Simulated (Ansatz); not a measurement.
**One input, then a changed one: fcc Pt (111), 4 layers**

First run: DFT, PBE, all-electron PAW with datasets made for the crystal, scalar-relativistic (Ansatz 0.2.0).

Command: `ansatz run input.yaml --threads 1 --pin off --max-ram 3584MiB --backend cpu --events-out ev --progress --plain --runs-dir out` It took 38 s on 1 thread of Intel(R) Xeon(R) 6975P-C (Granite Rapids) (shared host), peak memory 1 GiB.

```yaml
crystal:
  lattice:
    - [2.8080030018, 0.0, 0.0]
    - [-1.4040015009, 2.4318019335, 0.0]
    - [0.0, 0.0, 22.8782]
  atoms:
    - { symbol: Pt, position: [0.0, 0.0, 0.3495850144] }
    - { symbol: Pt, position: [0.3333333333, 0.6666666667, 0.4503566078] }
    - { symbol: Pt, position: [0.6666666667, 0.3333333333, 0.5496433921] }
    - { symbol: Pt, position: [0.0, 0.0, 0.650414985] }
kpoints:
  mp_grid: { grid: [13, 13, 1] }
scf:
  occupations: { method: fermi_dirac, width: 0.08 }
hamiltonian:
  xc: pbe
  pseudopotentials: { kind: all_electron, datasets: crystal }
output:
  forces: true
  stress: true
  eigenvalues: true
efield:
  axis: 3
  amplitude: 0
  dipole_correction: true
```

The slab is cut from a bulk crystal relaxed on PAW files (its atoms may have been relaxed since).

It converges in 12 SCF iterations, largest force 0.004 eV/Å, work function 5.67 eV.

A second input differs as follows:

```diff
   occupations: { method: fermi_dirac, width: 0.08 }
+  mixing: { algorithm: anderson, beta: 0.005, ndim: 1 }
+  max_iter: 50
 hamiltonian:
```

**Question.** What is wrong with it, and what does the program do?

**Answer.** The change was made to test mixing far too weak. The run stops unconverged after 50 iterations. The log ends:
```
SCF iter  43: F=—  HF=-2003829.010007 eV  |F-HF|=—  |Δ(HF+E_count)|=   1.21e-2  Δρ=5.16e-2  dr2=5.81e0  ethr=1.46e-2  p=-0.000 e·Å  D=-3.43e-7 V/Å  ΔV_dip=0.00 eV  dr2_dipole=6.41e-12  V_vac-E_F(+/−)=4.68/4.68 eV  ⟨swp⟩=2.0  Hψ=707  notcnv=0
[... lines left out ...]
Error: did not converge after 50 iterations: dr2 = 5.47e0 (threshold 1.00e-7), under the density mixer `anderson`; raise `scf.max_iter`, which need not help a stalled SCF, or adjust the mixing (`scf.mixing`) or, under a smearing, its width (`scf.occupations.width`, in either direction: another width is another result); this SCF holds its density and magnetisation to the symmetry operations that it keeps, and cannot end on a state that breaks one of them: if the state sought breaks one, re-run with `crystal.symmetry.detect: false`, without `crystal.symmetry.time_reversal: true`, on a non-collinear deck whose state breaks time reversal, with `crystal.symmetry.time_reversal: false` beside it (there exact exchange or a DFT+U term alone can polarise the run; a magnetic state wants starting moments), where the deck allows it (that run may end on another state, and need not converge either); this run sums exchange and correlation on more points than the dense box has (`basis.xc_grid`), where a deck that converges on the dense box may not converge: try another level (where the key is left out runs that use forces, runs that use the stress, dielectric runs by a finite field, finite-displacement phonons, runs of phonons.displacement_patterns under a GGA or a meta-GGA, phonons by method: dfpt, dielectric runs by the response, runs on support functions, runs on PAW files under a meta-GGA or a hybrid on one, runs at kind: all_electron or under a hybrid on a GGA, runs under a text's formulas of a gradient, and runs on PAW files that evaluate rPW86 or Becke's exchange or LYP's correlation can take a finer level, which can go by the root key accuracy; a number is taken as typed), or, where it is served, `1`, the dense box, on which forces and the stress change with where the atoms sit on the grid; a lower level also moves a field's Born charges, by the response (dielectric, § Limitations, in the input reference) or by a finite field; under a meta-GGA, try another mixer (`scf.mixing.algorithm: broyden`); mind that the stability of the state on which such a run converges can go unchecked at the default of `scf.lower_state_search`; see `basis.xc_grid`, Limitations
```
